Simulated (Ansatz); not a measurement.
A geometry of Be away from equilibrium: the start of the relaxation of a relaxed Be cell, doubled along one cell vector, shaken by Gaussian noise of σ = 0.08 Å a coordinate. All values below come from r2SCAN (plane waves to 500 eV, PAW, scalar-relativistic; Ansatz, a quantum-chemistry and plane-wave program). Γ-centred k-mesh 15×15×8 on the run's cell (coarser than for final values), Fermi–Dirac smearing 0.05 eV.

```xyz
2
Lattice="2.1716 0.0000 0.0000 0.0000 2.1716 0.0000 0.0000 0.0000 4.3432" Properties=species:S:1:pos:R:3 pbc="T T T"
Be    -0.0118    -0.0625     0.0781
Be     0.0540     0.0316     2.1188
```

Predict the force on each atom, in eV/Å.


```csv
atom,Fx,Fy,Fz
Be1,-0.19,-0.27,-0.83
Be2,0.19,0.27,0.83
```

What is the pressure?

+0.6 GPa, compression positive.

How much energy per atom can still be gained by relaxing?

0.99 eV/atom; the path ends in Fm-3m (No. 225) (fcc (Cu type)).

No spin polarisation in the result.

The run could not lose the symmetry of its start, so the end can be a saddle point.

The end of the path is a generated cell of Be: the first start was made by placing the elements on the sites of a structure type, and the end was not matched to a known phase here, so it may be hypothetical. Known forms of Be include space group No. 194.
